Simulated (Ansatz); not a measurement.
Relaxed-ion elastic tensor of Ag3Au (Cu3Au type, space group No. 221) in GPa (Voigt order), the program Ansatz at the LDA level (PAW); density 13.40 g/cm³, 16.12 Å³ per atom.

```
 181   138   138   0.0   0.0   0.0
 138   181   138   0.0   0.0   0.0
 138   138   181   0.0   0.0   0.0
 0.0   0.0   0.0  56.1   0.0   0.0
 0.0   0.0   0.0   0.0  56.1   0.0
 0.0   0.0   0.0   0.0   0.0  56.1
```

Question: Is the crystal mechanically stable?

Answer: Yes: the smallest eigenvalue of C is 43.4 GPa.

Question: Work out the Voigt, Reuss and Hill averages.

Answer: K_V = 152, K_R = 152, K_H = 152; G_V = 42.3, G_R = 34.3, G_H = 38.3 GPa.

Question: Give Young's modulus, Poisson's ratio, Pugh's ratio and the universal anisotropy index.

Answer: E = 9KG/(3K + G) = 106 GPa; ν = 0.38; K/G = 3.97 (ductile by the Pugh limit of 1.75); A_U = 5G_V/G_R + K_V/K_R − 6 = 1.17.

Question: Estimate the sound speeds and the Debye temperature.

Answer: v_l = √((K + 4G/3)/ρ) = 3900 m/s, v_t = √(G/ρ) = 1690 m/s, mean 1910 m/s; Θ = (h/k)(3n/4πV)^(1/3) v_m = 225 K.

Question: Give the Zener ratio and Young's modulus along [100], [110] and [111].

Answer: A = 2C44/(C11 − C12) = 2.59; 1/E = S11 − 2(S11 − S12 − S44/2)Γ with Γ = 0, 1/4, 1/3 gives 62.1, 111, 150 GPa.

Question: Solve the Christoffel equation for the three sound speeds along [100], [110], [111].

Answer: Eigenvalues of C_ijkl n_j n_l equal ρv². In km/s, slowest first: [100] 2.05, 2.05, 3.68; [110] 1.27, 2.05, 4.01; [111] 1.57, 1.57, 4.12.

Space group Pm-3m (Cu3Au type). The workflow started from a Materials Project entry (that database holds measured and hypothetical structures alike); the Crystallography Open Database copy checked does not list it. Its standing as an ambient phase is unchecked. The cell was relaxed with LDA under the symmetry of its start; whether a distortion lowers the energy is not shown. The run is not spin-polarised. As this level gives no gap, shear constants depend on the k-mesh and smearing (Fermi–Dirac, 0.1 eV here). Scalar-relativistic: spin–orbit coupling is off unless named, which matters more the heavier the elements.

Potentials: the later of the program's two PAW sets.
